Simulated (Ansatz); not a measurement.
**Question.** Name crystals whose computed values (r²SCAN in the plane-wave PAW code Ansatz) fall in these windows: electron conductivity mass (mₑ) 4.0 to 4.9; gap (eV) 0.90 to 1.1.

**Answer.** 

```tsv
crystal	electron conductivity mass (mₑ)	gap (eV)
CuSnF6, P-1 (Pearson symbol aP8)	4.4	1.00
```
Others may fit too.

Spin orders computed, not proven ground states: CuSnF6, P-1 (Pearson symbol aP8) ferromagnetic. Standing as an ambient phase not checked: CuSnF6, P-1 (Pearson symbol aP8). The cell was relaxed under the symmetry of its start. No Hubbard U is applied. Scalar-relativistic: spin–orbit coupling is off unless named, which matters more the heavier the elements.

Potentials: the later of the program's two PAW sets.
